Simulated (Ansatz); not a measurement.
Starting cell, C (diamond):

```yaml
crystal:
  lattice:
    - [0.00000, 3.57157, 3.57157]
    - [1.78578, 0.00000, 1.78578]
    - [1.78578, 1.78578, 0.00000]
  atoms:
    - { symbol: C, position: [0.25000, 0.50000, 0.50000] }
    - { symbol: C, position: [0.75000, 0.50000, 0.50000] }
    - { symbol: C, position: [0.37500, 0.75000, 0.75000] }
    - { symbol: C, position: [0.87500, 0.75000, 0.75000] }
```

A phonon eigenvector at L = (0.5, 0.0, 0.0) is frozen into this cell: atom i moves by Q times the vector below, so Q is the largest atomic displacement, in Å. The cell is held. (q is in reciprocal vectors of the primitive cell; the cell shown is doubled to hold the pattern.)

```tsv
atom	x	y	z
C1	-0.577	0.577	0.577
C2	0.577	-0.577	-0.577
C3	0.577	-0.577	-0.577
C4	-0.577	0.577	0.577
```

Method: PBE (plane waves to 420 eV, PAW, scalar-relativistic; Ansatz, a program for electronic structure). k mesh 8×16×16 (Γ-centred), Fermi-Dirac smearing 0.05 eV. E stands for the smeared free energy. C was relaxed with its symmetry unable to fall. The zero of ΔE is the undisplaced structure.

```csv
Q (Å),ΔE (meV/cell)
-0.1000,1345
-0.0833,939
-0.0667,withheld
-0.0500,341
-0.0333,152
-0.0167,38
0.0000,0
0.0167,38
0.0333,152
0.0500,341
0.0667,withheld
0.0833,939
0.1000,1345
```

### Question
Fit an even polynomial form (powers 2, 4) to the given rows and predict ΔE at Q = 0.0667.

### Answer
Least squares on the 11 given rows: ΔE = (137100)·Q² + (-263700)·Q⁴, in meV/cell with Q in Å; root-mean-square residual 0.3 meV/cell. At 0.0667 the fit gives 605 meV/cell; the calculation gives 604 meV/cell, so the interpolation is off by 1 (+0.2 %). The quadratic term alone would give 610 meV/cell.

(A displaced cell: forces are minus the slopes of the energy, force constants its curvatures, and phonons follow from these.)
